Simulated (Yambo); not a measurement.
## How GW settings move the gap: Ba₂LaTaO₆

G0W0@PBEsol for Ba2LaTaO6 (space group C2/m, No. 12) in Yambo. Reference settings: 2×2×2 Γ-centred k mesh, bands 2 to 310 and a 8 Ry block in the screening, 310 bands in G with the Bruneval-Gonze terminator, plasmon pole fitted at 27.2 eV. The PBEsol gap (0, -0.5, -0.5) → (-0.5, -0.5, 0) on this mesh is 3.66 eV; G0W0 gaps are taken between the same points.

```json
[
 {"change from the reference": "reference settings", "G0W0 gap (0, -0.5, -0.5) → (-0.5, -0.5, 0) (eV)": "5.20", "shift of the valence edge (eV)": "-0.57"},
 {"change from the reference": "202 bands in W, 202 bands in G", "G0W0 gap (0, -0.5, -0.5) → (-0.5, -0.5, 0) (eV)": "5.25", "shift of the valence edge (eV)": "-0.49"},
 {"change from the reference": "121 bands in G", "G0W0 gap (0, -0.5, -0.5) → (-0.5, -0.5, 0) (eV)": "5.24", "shift of the valence edge (eV)": "-0.53"},
 {"change from the reference": "3 Ry block", "G0W0 gap (0, -0.5, -0.5) → (-0.5, -0.5, 0) (eV)": "5.24", "shift of the valence edge (eV)": "-0.52"},
 {"change from the reference": "1 Ry block", "G0W0 gap (0, -0.5, -0.5) → (-0.5, -0.5, 0) (eV)": "6.67", "shift of the valence edge (eV)": "-1.25"},
 {"change from the reference": "202 bands in G, no terminator", "G0W0 gap (0, -0.5, -0.5) → (-0.5, -0.5, 0) (eV)": "5.20", "shift of the valence edge (eV)": "-0.21"}
]
```

The reference isn't shown to be the converged limit. In the run with 310 bands and a 8 Ry block, which covers more k points, the smallest G0W0 gap is 5.12 eV, (0, -0.5, -0.5) → Γ.

Without spin-orbit coupling, band edges of such heavy elements can be off by tenths of an eV. The 4f states are in the valence at their DFT position.

Geometry of the Materials Project entry, not relaxed at this level; primitive cell a = b = 6.089 Å, c = 6.171 Å, α = β = 119.93°, γ = 60.05°.

The structure is a Materials Project entry; no match was found in the copy of COD used, and its stability was not checked.

A shift is the quasiparticle energy of the state minus its PBEsol energy.
